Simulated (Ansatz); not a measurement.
Ta: a vibration from a frozen displacement

These are results of DFT r2SCAN, scalar-relativistic, plane waves, PAW in Ansatz, not measurements. Cutoff 500 eV, Γ-centred 12×12×12 k-points, Gaussian smearing of 0.15 eV. Spin–orbit coupling is left out, which matters for the heavy elements here. No spin polarisation. Energies are free energies at this smearing, counted from the undisturbed cell; pressure is positive in compression.

Reference structure (relaxed at this level; this fcc form isn't the usual structure):

```
Ta
1.0
    -4.20786    4.20786    0.00000
    -4.20786    0.00000    4.20786
     0.00000    4.20786    4.20786
Ta
8
Direct
  0.00000 0.00000 0.00000
  0.50000 0.00000 0.00000
  0.00000 0.50000 0.00000
  0.00000 0.00000 0.50000
  0.50000 0.50000 0.00000
  0.50000 0.00000 0.50000
  0.00000 0.50000 0.50000
  0.50000 0.50000 0.50000
```

Atom 1 (Ta) is moved by x along the Cartesian unit vector (0.707, -0.707, 0.000); the cell and all other atoms stay fixed. The cell's volume is 149.01 Å³; the moved atoms weigh 180.948 u together and the others 1266.635 u.

| x (Å) | ΔE (meV/cell) | total force on the moved atoms along the move (eV/Å) | pressure (GPa) |
| --- | --- | --- | --- |
| -0.1000 | 45.35 | 0.9054 | 0.1528 |
| -0.0600 | 16.35 | 0.5446 | 0.0653 |
| 0.0000 | 0.00 | 0.0000 | 0.0160 |
| 0.0800 | 29.05 | -0.7254 | 0.1035 |

Question: What frequency belongs to this motion?

Answer: The force constant is k = −dF/dx = 9.073 eV/Å², from the parabola through x = -0.0600, 0 and 0.0800. In every cell the moved atoms swing against the rest, so the mass is μ = m₁m₂/(m₁ + m₂) = 158.329 u, and ν̃ = 521.5 cm⁻¹ × √(|k|/μ) = 125 cm⁻¹. The pattern needn't be a normal mode: ν̃² is then a weighted mean of the squared nonzero frequencies at the zone centre of this cell, so it lies between the lowest and the highest of them.

Question: How far does the harmonic law reach?

Answer: At x = -0.100 Å, kx²/2 = 45.36 meV against the computed 45.35 meV (-0.0 %): the well is still close to harmonic there.

In a metal these slopes depend on the k mesh and the smearing.